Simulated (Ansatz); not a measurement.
**RPA correlation energy of Si**

Computed with Ansatz (0.2 early development build): the random-phase approximation on Kohn-Sham orbitals, among the valence electrons of the potentials. The first cell is shown; energies are per atom.

Cell of 64 atoms, a = 10.862 Å, b = 10.862 Å, c = 10.862 Å, α = 90.00°, β = 90.00°, γ = 90.00°.

```yaml
occupations: fixed
plane-wave_cutoff: 245 eV
spin: none
long-wavelength_term: optical_limit
```

| atoms | functional | potentials | mesh | bands | response cutoffs (eV) | correlation at each (eV) | extrapolated | result (eV) | time |
| --- | --- | --- | --- | --- | --- | --- | --- | --- | --- |
| 64 | PBE | norm-conserving (standard table) | 1x1x1 | 278 empty | 80 100 120 | -5.671 -5.858 -5.970 | yes | -6.324 | 3.4 min on 1 × GB300 with 11 threads of Grace |

Limits of these runs: no spin-orbit coupling; small test settings, not converged.

Task: How much of the correlation energy lies beyond the highest cutoff in the last run?

Result: At 120 eV the sum gives -5.970 eV an atom and the result is -6.324 eV, so 5.6 % comes from the extrapolation.
